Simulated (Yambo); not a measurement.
A G0W0@PBEsol run in Yambo for CdI2 (CdI2 type, space group P-3m1, No. 164) (3×3×2 Γ-centred k mesh, bands 5 to 211 and a 8 Ry block in the screening, 211 bands in G with the Bruneval-Gonze terminator, plasmon pole fitted at 27.2 eV) gives these matrix elements, in eV, at the band edges (A → Γ):

```
state               E0    <Vxc>     <Σx>  <Σc(E0)>      Z
---------------  -----  -------  -------  --------  -----
valence edge     0.000  -12.448  -15.212     1.638  0.796
conduction edge  2.319  -10.608   -6.492    -3.564  0.817
```

**Question.** Solve the linearised quasiparticle equation for both states, give the gap, and say how exchange and correlation each act on it.

**Answer.** E = E0 + Z(Σx + Σc − Vxc). Valence: 0.000 + 0.796 × (-15.212 + (1.638) − (-12.448)) = -0.90 eV. Conduction: 2.319 + 0.817 × (-6.492 + (-3.564) − (-10.608)) = 2.77 eV. The gap is 3.67 eV, against 2.32 eV in PBEsol. Replacing Vxc by bare exchange alone would open it by 6.88 eV; correlation takes back 5.20 eV of that, and Z scales what is left. Nearest settings tried, and what they do to the gap: 133 bands in G: -2 meV; 133 bands in W, 133 bands in G: -0 meV; 3 Ry block (73 vectors against 299): -156 meV. Not varied: mesh. So the settings aren't converged at that level. The k mesh is coarse. The mesh misses a band edge: along a dense path the PBEsol gap is 2.24 eV against 2.32 eV on the mesh. Spin-orbit coupling is left out, which matters for elements this heavy: edges can move by tenths of an eV.

Geometry relaxed with PBE+D3(BJ); primitive cell a = 4.2421 Å, b = 4.2421 Å, c = 6.8172 Å, α = 90.00°, β = 90.00°, γ = 120.00°.
